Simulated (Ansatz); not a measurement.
Zr₂C (P4/nmm), relaxed with PBE (Ansatz, an electronic-structure program, plane waves, PAW): a = b = 3.6476 Å, c = 6.9657 Å, α = β = γ = 90.00°.

ΔH_f (eV/atom): 0.07
B₀ by P(V) fit (GPa): 155

The same phase is relaxed and computed with r²SCAN in the same code. What are the cell and these values now?

a = 3.6342 Å, b = 3.6342 Å, c = 6.9800 Å, α = 90.00°, β = 90.00°, γ = 90.00°.

- ΔH_f (eV/atom) = 0.00
- B₀ by P(V) fit (GPa) = 162

Constructed cells (a structure type filled with these elements, in neither database checked): Zr2C, P4/nmm (Zr on 2a, Zr on 2c, C on 2c). All cells were relaxed under the symmetry of their starts (and spin orders); stability against distortions was not tested throughout. Rows with no word on spin ran without spin polarisation. Scalar-relativistic: spin–orbit coupling is off unless named, which matters more the heavier the elements.

Potentials: the earlier of the program's two PAW sets.

Ansatz is a plane-wave DFT program.

Formation energies count from the lowest solids of the elements computed at the same level, not from gases.
